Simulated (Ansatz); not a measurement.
# Convergence test, InSe2

Theory: DFT PBE, scalar-relativistic, plane waves, PAW (Ansatz).

```yaml
crystal:
  lattice:
    - [3.89489, 0.00000, 0.00000]
    - [0.00000, 3.89489, 0.00000]
    - [0.00000, 0.00000, 9.62623]
  atoms:
    - { symbol: In, position: [0.00000, 0.50000, 0.70647] }
    - { symbol: In, position: [0.50000, 0.00000, 0.29353] }
    - { symbol: Se, position: [0.00000, 0.50000, 0.36621] }
    - { symbol: Se, position: [0.50000, 0.00000, 0.63379] }
    - { symbol: Se, position: [0.00000, 0.00000, 0.00000] }
    - { symbol: Se, position: [0.50000, 0.50000, 0.00000] }
```

The plane-wave cutoff is 420 eV and the Γ-centred k-mesh is 10×10×4. The spin treatment is unpolarised.

The atoms stay fixed while the occupation rule is varied. ΔE is the energy extrapolated to zero smearing, less that of the reference run (10×10×4 Γ-centred mesh, Gaussian smearing 0.1 eV). The cell isn't necessarily relaxed at this level. Pressure is positive in compression.

```
      rule, width (eV)  ΔE (meV/atom)  ΔF, free energy (meV/atom) P (GPa) largest change of a force component (eV/Å)
          Gaussian 0.1              ?                           ?        ?                                           ?
         Gaussian 0.01              ?                           ?        ?                                           ?
          Gaussian 0.5          -0.69                       -20.5     0.06                                       0.024
      Fermi–Dirac 0.05          -0.16                       -0.72    -0.10                                       0.001
       Fermi–Dirac 0.2           0.07                       -22.2     0.09                                       0.019
       Fermi–Dirac 0.3              ?                           ?        ?                                           ?
       Fermi–Dirac 0.5           16.0                        -168     1.81                                       0.075
Methfessel–Paxton 0.05           0.02                        1.29    -0.12                                       0.004
 Methfessel–Paxton 0.1           0.09                        1.26    -0.11                                       0.002
 Methfessel–Paxton 0.3          -1.03                       -0.04    -0.13                                       0.003
             cold 0.01              ?                           ?        ?                                           ?
              cold 0.3          -2.08                       -0.63    -0.15                                       0.010
           tetrahedron          -1.09                        0.16    -0.19                                       0.043
```

(1) Fill in the withheld rows.

Answers

(1) The withheld rows:

```
rule, width (eV)  ΔE (meV/atom)  ΔF, free energy (meV/atom) P (GPa) largest change of a force component (eV/Å)
    Gaussian 0.1           0.00                        0.00    -0.10                                       0.000
   Gaussian 0.01           0.00                        1.24    -0.13                                       0.008
 Fermi–Dirac 0.3           4.93                       -53.8     0.51                                       0.013
       cold 0.01           0.00                        1.25    -0.13                                       0.008
```